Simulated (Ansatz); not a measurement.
CoNiN2:
```xyz
4
Lattice="1.3545 0.7820 5.7086 -1.3545 0.7820 5.7086 0.0000 -1.5640 5.7086" Properties=species:S:1:pos:R:3 pbc="T T T"
Co     0.0000     0.0000     8.5629
Ni     0.0000     0.0000     0.0000
N      0.0000     0.0000    15.3441
N      0.0000     0.0000     1.7818
```
The run is spin-polarised; directions of the spins, atom by atom: ↓ 0 0 0.

Relaxed with r²SCAN in the plane-wave PAW code Ansatz. Indices refer to the conventional cell of R-3m, a = b = 2.7090 Å, c = 17.1259 Å, α = β = 90.00°, γ = 120.00°.

Question: Simulate the powder diffraction pattern (Cu Kα, λ = 1.54184 Å; lines above 1 %) up to 2θ = 90°.

Answer: Simulated powder pattern, Cu Kα, λ = 1.54184 Å (kinematic, ideal powder, no thermal factors, no anomalous dispersion; the 30 strongest lines at most, above 1 %, up to 2θ = 90°):

```json
[
 {"2θ (°)": "15.52", "d (Å)": "5.709", "I/Imax (%)": "1.8", "hkl": "(0003)"},
 {"2θ (°)": "31.34", "d (Å)": "2.854", "I/Imax (%)": "42", "hkl": "(0006)"},
 {"2θ (°)": "38.74", "d (Å)": "2.324", "I/Imax (%)": "3.4", "hkl": "(1 0 -1 1)"},
 {"2θ (°)": "39.84", "d (Å)": "2.263", "I/Imax (%)": "100", "hkl": "(0 1 -1 2)"},
 {"2θ (°)": "44.01", "d (Å)": "2.057", "I/Imax (%)": "46", "hkl": "(1 0 -1 4)"},
 {"2θ (°)": "46.94", "d (Å)": "1.936", "I/Imax (%)": "1.4", "hkl": "(0 1 -1 5)"},
 {"2θ (°)": "58.35", "d (Å)": "1.581", "I/Imax (%)": "32", "hkl": "(0 1 -1 8)"},
 {"2θ (°)": "65.39", "d (Å)": "1.427", "I/Imax (%)": "6.3", "hkl": "(0 0 0 12)"},
 {"2θ (°)": "67.74", "d (Å)": "1.383", "I/Imax (%)": "22", "hkl": "(1 0 -1 10)"},
 {"2θ (°)": "69.38", "d (Å)": "1.354", "I/Imax (%)": "21", "hkl": "(1 1 -2 0)"},
 {"2θ (°)": "78.10", "d (Å)": "1.224", "I/Imax (%)": "17", "hkl": "(1 1 -2 6)"},
 {"2θ (°)": "83.11", "d (Å)": "1.162", "I/Imax (%)": "9.7", "hkl": "(2 0 -2 2)"},
 {"2θ (°)": "85.91", "d (Å)": "1.131", "I/Imax (%)": "6.2", "hkl": "(0 2 -2 4)"}
]
```

The start of the workflow was typed in or built on a structure type; neither database checked (COD, Materials Project) lists it. Whether it is the stable phase at ambient conditions was not checked. The r²SCAN relaxation kept the symmetry of its start; whether a distortion lowers the energy is not shown. The final state is ferromagnetic, the only order run, not a proven ground state. Its formation energy is positive at this level, so the cell may be metastable or incomplete. Other orbital occupations within this spin state were not tried. No Hubbard U is applied. Point labels and valley counts follow the cell and symmetry of the run, lower than the named group.

Potentials: the earlier of the program's two PAW sets.
